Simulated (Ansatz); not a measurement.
A geometry of SnO away from equilibrium: the start of the relaxation of a generated cell, SnO built in the AFLOW prototype AB_cI16_199_a_a (B_a). All values below come from PBE (plane waves to 420 eV, PAW, scalar-relativistic; Ansatz, a first-principles code). Γ-centred k-mesh 5×5×5 on the run's cell (coarser than for final values), Fermi–Dirac smearing 0.05 eV.

```xyz
8
Lattice="-3.1943 3.1943 3.1943 3.1943 -3.1943 3.1943 3.1943 3.1943 -3.1943" Properties=species:S:1:pos:R:3 pbc="T T T"
O      2.9132     2.9132     2.9132
O      0.2811     3.4754    -0.2811
O      3.4754    -0.2811     0.2811
O     -0.2811     0.2811     3.4754
Sn     1.3755     1.3755     1.3755
Sn    -1.3755     1.8188     1.3755
Sn     1.8188     1.3755    -1.3755
Sn     1.3755    -1.3755     1.8188
```

### Question
Which atoms carry the largest force, and which way does it point?

### Answer
3.76 eV/Å, on Sn5, Sn6, Sn7, Sn8 (atoms numbered as listed); on Sn5 its components are (2.17, 2.17, 2.17).

### Question
What is the pressure?

### Answer
-2.7 GPa, compression positive.

### Question
How far above the relaxed end point is this geometry?

### Answer
0.55 eV/atom; the path ends in I2₁3 (No. 199).

No spin polarisation in the result.

The run could not lose the symmetry of its start, so the end can be a saddle point.

The end of the path is a generated cell of SnO: the first start was made by placing the elements on the sites of a structure type, and the end was not matched to a known phase here, so it may be hypothetical. Known forms of SnO include space group No. 129.
